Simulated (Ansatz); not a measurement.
MgO:
```
MgO
1.0
    3.48676     0.00000     0.00000
   -1.74338     3.01962     0.00000
    0.00000     0.00000     4.18904
Mg O
2 2
Cartesian
  1.74338   1.00654   3.14178
  0.00000   2.01308   1.04726
  1.74338   1.00654   1.04726
  0.00000   2.01308   3.14178
```

x, y and z are the axes in which the lattice vectors are written.

**Question.** Give the high-frequency dielectric tensor and the Born effective charge tensors of the independent atoms from DFPT, DFT-r²SCAN in the program Ansatz with PAW potentials.

**Answer.** 
ε∞:
```
2.82  0.00  0.00
0.00  2.82  0.00
0.00  0.00  2.83
```
Z* of atom 1 (Mg), rows: field, columns: displacement, in e:
```
1.78  0.00  0.00
0.00  1.78  0.00
0.00  0.00  2.01
```
Z* of atom 3 (O), rows: field, columns: displacement, in e:
```
-1.78   0.00   0.00
 0.00  -1.78   0.00
 0.00   0.00  -2.01
```

Static charges for comparison (Bader): Mg1 +1.74, O3 -1.74 e. Born charges measure polarisation by displacement and can exceed these by far.

Space group P6_3/mmc. The first step of the workflow began from a Materials Project structure, measured or hypothetical; the Crystallography Open Database copy checked does not list it. It is not the phase usual at ambient conditions (space group No. 225). The cell was relaxed with r²SCAN under the symmetry of its start; whether a distortion lowers the energy is not shown.

Potentials: the earlier of the program's two PAW sets. The files were generated under PBE; for other functionals the program regenerates the frozen cores, and for LDA and PBEsol the local potential too.
